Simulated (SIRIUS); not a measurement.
A self-consistent single point of SnO (Cmce, 8 atoms in the cell; from Materials Project mp-545820, changed as shown).

```yaml
crystal:
  lattice:
    - [2.75689, -2.75778, 0.00000]
    - [2.75689, 2.75778, 0.00000]
    - [0.00000, 0.00000, 10.39955]
  atoms:
    - { symbol: Sn, position: [0.73655, 0.26345, 0.86386] }
    - { symbol: Sn, position: [0.26345, 0.73655, 0.13614] }
    - { symbol: Sn, position: [0.76345, 0.23655, 0.36386] }
    - { symbol: Sn, position: [0.23655, 0.76345, 0.63614] }
    - { symbol: O, position: [0.26194, 0.23806, 0.25000] }
    - { symbol: O, position: [0.73806, 0.76194, 0.75000] }
    - { symbol: O, position: [0.23806, 0.26194, 0.75000] }
    - { symbol: O, position: [0.76194, 0.73806, 0.25000] }
```

Level of theory: PBEsol, PseudoDojo 0.4 standard norm-conserving PBEsol (tails mended) pseudopotentials (plane waves; SIRIUS 7.12.0).

SIRIUS settings:

- parameters.ngridk: 4 4 2
- parameters.xc_functionals: [XC_GGA_X_PBE_SOL, XC_GGA_C_PBE_SOL]
- parameters.gk_cutoff: 9.165 1/bohr
- parameters.pw_cutoff: 18.331 1/bohr
- parameters.smearing: gaussian
- parameters.smearing_width: 0.00999582 Ha
- potentials: PseudoDojo 0.4 standard norm-conserving PBEsol (tails mended) pseudopotentials
- parameters.electronic_structure_method: pseudopotential
- parameters.num_bands: 48
- parameters.num_mag_dims: 0
- parameters.num_dft_iter: 100
- parameters.energy_tol: 1e-07 Ha
- parameters.density_tol: 1e-06
- mixer.type: anderson
- mixer.beta: 0.7
- mixer.use_hartree: true

Results:

| Property | Result |
|---|---|
| Number of valence electrons | 80 |
| Number of bands | 48 |
| Number of k-points after the program's reduction | 14 |
| Number of plane waves (most at a k-point) | 13908 |
| Number of SCF iterations | 20 |
| FFT grid | 45 × 45 × 120 |
| Free energy E − TS | -10357.3790 eV |
| Pressure | -6.10 GPa |
| Largest force (vector length) | 0.827 eV/Å |

Forces (eV/Å):
| atom | Fx | Fy | Fz |
|---|---|---|---|
| Sn1 | 0.000 | -0.034 | -0.826 |
| Sn2 | 0.000 | 0.034 | 0.826 |
| Sn3 | 0.000 | 0.034 | -0.826 |
| Sn4 | 0.000 | -0.034 | 0.826 |
| O5 | 0.000 | 0.002 | 0.000 |
| O6 | 0.000 | -0.002 | 0.000 |
| O7 | 0.000 | -0.002 | 0.000 |
| O8 | 0.000 | 0.002 | 0.000 |

Stress (GPa, positive for compression):
```
-6.28   0.00   0.00
 0.00  -6.28   0.00
 0.00   0.00  -5.75
```

For comparison: a first run was changed to give this one (lattice vector c scaled by 1.01), and from it to this one the free energy goes up by 6.5 meV/atom, the pressure goes from -5.57 to -6.10 GPa and the largest force goes from 0.655 to 0.827 eV/Å.

The structure comes from a collection of computed structures, made at another level of theory; the collection holds predicted forms beside known ones. Its lattice was then scaled. No clean gap shows at this smearing width and mesh (spacing up to 0.40 Å⁻¹); the mesh is coarse for partly filled bands, so the values carry mesh errors. Semi-local functionals can close small gaps.

Cost on one core: very roughly 2.9 core-minutes.

“Tails mended”: in these copies of the files the far tail of each local potential was reset to the Coulomb form.
